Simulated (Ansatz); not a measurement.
Input for Ansatz (plane-wave DFT, PAW):

```yaml
crystal:
  lattice:
    - [2.9483603276, 0.0, 0.0]
    - [-1.4741801638, 2.5533549432, 0.0]
    - [0.0, 0.0, 9.311090632]
  atoms:
    - { symbol: Ga, position: [0.6666666667, 0.3333333333, 0.0] }
    - { symbol: Ag, position: [0.6666666667, 0.3333333333, 0.5] }
    - { symbol: Ag, position: [0.3333333333, 0.6666666667, 0.2424044349] }
    - { symbol: Ag, position: [0.3333333333, 0.6666666667, 0.7575955651] }
basis:
  ecutwfc: 500
kpoints:
  mp_grid: { grid: [18, 18, 6] }
hamiltonian:
  xc: r2scan
scf:
  occupations: { method: gaussian, width: 0.1 }
output:
  forces: true
  stress: true
  eigenvalues: true
relax:
  adjacent_minimum: "off"
  f_tol: 0.01
  max_steps: 30
  cell: { stress_tol: 0.1, fix: [volume] }
```

Run as
```bash
ansatz run input.yaml --threads 1 --pin off --max-ram 2560MiB --backend cpu --events-out ev --progress --plain --runs-dir out
```

All numbers below come from Ansatz 0.2.0, DFT r2SCAN, scalar-relativistic, plane waves, PAW.

From the run's log, abridged (final results; tables in files aren't shown):

```
SCF 3 converged in 5 iterations: F = -26602.057650 eV  dr2 = 5.07e-11
SCF converged after 5 iterations
Free energy (F): -26602.057650 eV
Harris-Foulkes:  -26602.057650 eV  (|F-HF|=3.64e-12)
Internal energy: -26602.052514 eV  (E = F + TS)
E sigma→0 (E₀):  -26602.055082 eV
Entropy (-TS):   -0.005136 eV (-1.284 meV/atom)
Fermi energy:    15.372069 eV
--- Per-component energies (eV) ---
  E_band       = -855.991002
  E_kinetic    = 1696.762997
  E_local      = -8780.250196  (includes V_loc(G=0)·N_el)
  E_nonlocal   = 668.770839
  E_hartree    = 4024.300482
  E_xc         = -597.113746
  E_vxc        = -847.871351  (∫ρ·V_xc dr)
  E_paw        = -13768.368765  (= ΣΔE_a)
  E_vpaw       = -1702.221318  (= ΣTr[D̂ρ^β])
  E_aug_tail   = 0.000124  (compensation charges beyond the density's cutoff)
  E_vtau       = 60.216711  (kinetic-family band-sum trace: ∫τ·v_τ [+ j·A + Jᵃ·Aᵃ] dr)
  E_ewald      = -9843.973249
  E_core_change = -2.181002  (= ΣΔE_core)
  E_smearing   = -0.005136  (= −TS)
--- Forces (eV/Å), atoms counted from 1 ---
  atom   1  Ga     0.00000000     0.00000000     0.00000000
  atom   2  Ag     0.00000000     0.00000000     0.00000000
  atom   3  Ag     0.00000000     0.00000000    -0.00509565
  atom   4  Ag     0.00000000     0.00000000     0.00509565
--- Stress (GPa, compression-positive) ---
       -2.594437       0.000000       0.000000
        0.000000      -2.594437       0.000000
        0.000000       0.000000      -2.572248
  P = ⅓ Tr σ = -2.5870 GPa (-25.870 kbar)
--- Band table (eV; the first three rows and the last of 148) ---
  k-point 0: bands = ["-79.5792", "-79.5792", "-79.2403", "-42.2203", "-42.2140", "-42.1266", "-42.1266", "-42.1264", "-42.1264", "-41.8501", "-41.8058", "-41.8058", "-0.3570", "-0.3184", "-0.3184", "-0.1626", "-0.1626", "4.7337", "8.4499", "8.5914", "8.8532", "9.9977", "10.1459", "10.1459", "10.1834", "10.1834", "10.2680", "10.4047", "10.4047", "10.8923", "10.8923", "11.1965", "11.1965", "11.6623", "11.6623", "14.0233", "17.2653", "25.2563", "25.7600", "27.1158", "27.1158", "30.4539"]
  k-point 1: bands = ["-79.5792", "-79.5792", "-79.2403", "-42.2203", "-42.2140", "-42.1266", "-42.1266", "-42.1264", "-42.1264", "-41.8501", "-41.8058", "-41.8058", "-0.3570", "-0.3184", "-0.3184", "-0.1626", "-0.1626", "4.7406", "8.1822", "8.7753", "8.8821", "10.0426", "10.1434", "10.1434", "10.1869", "10.1869", "10.4048", "10.4048", "10.4286", "10.8883", "10.8883", "11.2000", "11.2000", "11.6618", "11.6618", "13.5840", "17.8040", "23.7835", "27.1148", "27.1148", "27.2399", "30.4435"]
  k-point 2: bands = ["-79.5792", "-79.5792", "-79.2403", "-42.2204", "-42.2139", "-42.1266", "-42.1266", "-42.1264", "-42.1264", "-41.8501", "-41.8058", "-41.8058", "-0.3570", "-0.3184", "-0.3184", "-0.1626", "-0.1626", "4.7549", "7.9331", "8.8186", "8.9747", "10.0720", "10.1391", "10.1391", "10.1930", "10.1930", "10.4050", "10.4050", "10.8805", "10.8805", "10.9594", "11.2069", "11.2069", "11.6607", "11.6607", "12.7128", "18.9660", "22.1575", "27.1128", "27.1128", "28.8553", "30.4179"]
  k-point 147: bands = ["-79.5693", "-79.5693", "-79.2306", "-42.2026", "-42.2004", "-42.1998", "-42.1977", "-42.1977", "-42.1971", "-41.8760", "-41.8747", "-41.8413", "-0.2789", "-0.2780", "-0.2506", "-0.2377", "-0.1830", "9.2723", "9.2805", "9.4656", "9.6183", "9.8773", "9.8879", "9.9498", "10.1013", "10.1936", "10.2249", "10.9284", "11.0386", "11.2051", "11.3024", "11.7400", "13.8166", "14.4543", "15.0814", "17.6446", "18.4438", "18.6626", "20.7690", "20.8733", "21.0002", "21.7123"]
--- Relaxed structure (2 steps of the walk, 2 accepted, 1 SCFs on fresh bases) ---
  F+E_penalty+E_count = -26602.05764979 eV   max|allowed force component| = 5.096e-3 eV/Å   (the final SCF, on the basis selected at the relaxed cell)
  cell:  # Å, volume = 70.0958 Å³
    - [2.94966820, 0.0, 0.0]
    - [-1.47483410, 2.55448759, 0.0]
    - [0.0, 0.0, 9.30283543]
  atoms:
    - { symbol: Ga, position: [0.66666666, 0.33333333, 0.0] }
    - { symbol: Ag, position: [0.66666666, 0.33333333, 0.5] }
    - { symbol: Ag, position: [0.33333333, 0.66666666, 0.24275462] }
    - { symbol: Ag, position: [0.33333333, 0.66666666, 0.75724537] }
```

The relaxation met its thresholds.

Time: 4.5 min on 1 thread of Arm Neoverse V1, on a shared host, peak memory 0.74 GiB.